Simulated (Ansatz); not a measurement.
Below is a relaxed structure of Si3As. The cell was found from a structure generator's guess, not taken from experiment.

Method: Ansatz, DFT PBE, scalar-relativistic, plane waves, PAW. Cutoff 420 eV, Γ-centred mesh, Gaussian smearing, no spin polarisation.

```
Si As
1.0
    -2.57842    2.57842    2.57842
     2.57842   -2.57842    2.57842
     2.57842    2.57842   -2.57842
Si As
3 1
Direct
  0.00000 0.50000 0.50000
  0.50000 0.00000 0.50000
  0.50000 0.50000 0.00000
  0.00000 0.00000 0.00000
```

Formation energies are uncorrected and refer to the elements' standard structures at the same level.

**Question.** What space group does it have?

**Answer.** Im-3m (No. 229). Conventional cell: a = 5.157 Å. Si is surrounded by 2 As at 2.58 Å and 4 Si at 2.58 Å; around As lie 6 Si at 2.58 Å.

**Question.** What is its formation energy per atom?

**Answer.** +0.28 eV/atom. It can't be a ground state, since the elements alone are lower.

**Question.** Is it a metal?

**Answer.** Yes, bands cross the Fermi level on the 12×12×12 mesh.

The last run used a 12×12×12 mesh for its 4-atom cell and Gaussian smearing of 0.10 eV. An odd number of electrons in the primitive cell allows no gap without spin; a larger cell or a magnetic state could open one. The cell is a metal run without spin; a magnetic state may lie lower. The reference form of As is held partly by dispersion forces, which this level lacks. A structure relaxed within its symmetry needn't be a true minimum.
